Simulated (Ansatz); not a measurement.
Ionic part of the dielectric constant of CaO at 4 GPa, mode by mode

All numbers below come from DFT LDA, scalar-relativistic, plane waves, PAW (Ansatz). Settings: 420 eV plane-wave cutoff, Γ-centred 8×8×8 mesh, fixed occupations. No spin polarisation. Phonons by linear response, acoustic sum rule imposed.

Symmetry: Fm-3m, No. 225, cubic system. Conventional cell: a = 4.662 Å, b = 4.662 Å, c = 4.662 Å, α = 90.00°, β = 90.00°, γ = 90.00°. Around Ca (site symmetry m-3m) lie 6 O at 2.33 Å. Around O (site symmetry m-3m) lie 6 Ca at 2.33 Å.

The primitive cell has V = 25.34 Å³ and ε∞,zz = 3.901. Each polar mode adds Δε = (4.92064×10⁷/V)·S/ν² along z, with S its oscillator strength in e²/amu, ν in cm⁻¹ and V in Å³.

Question: From these modes, find each Δε and ε0,zz.
```
ν (cm⁻¹) S_zz (e²/amu)
   311.8         0.4986
```

Answer:
```tsv
ν (cm⁻¹)	Δε
311.8	9.96
```

The sum is 9.962, so ε0,zz = 13.86; the run's tensor has 13.86.

Question: Where do the longitudinal modes lie for a wave vector along z?

Answer: At 588 cm⁻¹. The Lyddane–Sachs–Teller product Π(ν_LO/ν_TO)² = 3.55 matches ε0/ε∞ = 3.55.

Cost: 1 run of about 0.24 core-minutes, on Arm Neoverse N1 (shared hosts).